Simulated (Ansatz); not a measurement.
Relaxed-ion elastic tensor of NbB2 in space group P6/mmm (No. 191; Nb on 1a, B on 2d) in GPa (Voigt order), the program Ansatz at the PBEsol level (PAW); density 6.97 g/cm³, 9.10 Å³ per atom.

```
     1    2    3    4    5    6
-  ---  ---  ---  ---  ---  ---
1  620  119  195  0.0  0.0  0.0
2  119  620  195  0.0  0.0  0.0
3  195  195  461  0.0  0.0  0.0
4  0.0  0.0  0.0  237  0.0  0.0
5  0.0  0.0  0.0  0.0  237  0.0
6  0.0  0.0  0.0  0.0  0.0  251
```

### Question
Is the crystal mechanically stable?

### Answer
Yes: the smallest eigenvalue of C is 237 GPa.

### Question
Work out the Voigt, Reuss and Hill averages.

### Answer
K_V = 302, K_R = 301, K_H = 301; G_V = 224, G_R = 215, G_H = 220 GPa.

### Question
Give Young's modulus, Poisson's ratio, Pugh's ratio and the universal anisotropy index.

### Answer
E = 9KG/(3K + G) = 530 GPa; ν = 0.21; K/G = 1.37 (brittle by the Pugh limit of 1.75); A_U = 5G_V/G_R + K_V/K_R − 6 = 0.23.

### Question
Estimate the sound speeds and the Debye temperature.

### Answer
v_l = √((K + 4G/3)/ρ) = 9230 m/s, v_t = √(G/ρ) = 5610 m/s, mean 6200 m/s; Θ = (h/k)(3n/4πV)^(1/3) v_m = 884 K.

### Question
Solve the Christoffel equation for the three sound speeds along x, y, z.

### Answer
Eigenvalues of C_ijkl n_j n_l equal ρv². In km/s, slowest first: x 5.83, 6.00, 9.44; y 5.83, 6.00, 9.44; z 5.83, 5.83, 8.14.

### Question
How much does each axis shrink under pressure?

### Answer
Linear compressibilities β_i = Σ_j S_ij (j = 1 to 3): x 1.0, y 1.0, z 1.3 per TPa.

The first step of the workflow began from a Materials Project structure, measured or hypothetical; the Crystallography Open Database files this formula in space group No. 191, but the cells were not matched. Its standing as an ambient phase is unchecked. The PBEsol relaxation kept the symmetry of its start; of distortions, only those at the zone centre were tested. The run is not spin-polarised. As this level gives no gap, shear constants depend on the k-mesh and smearing (Fermi–Dirac, 0.1 eV here).

Potentials: the later of the program's two PAW sets.
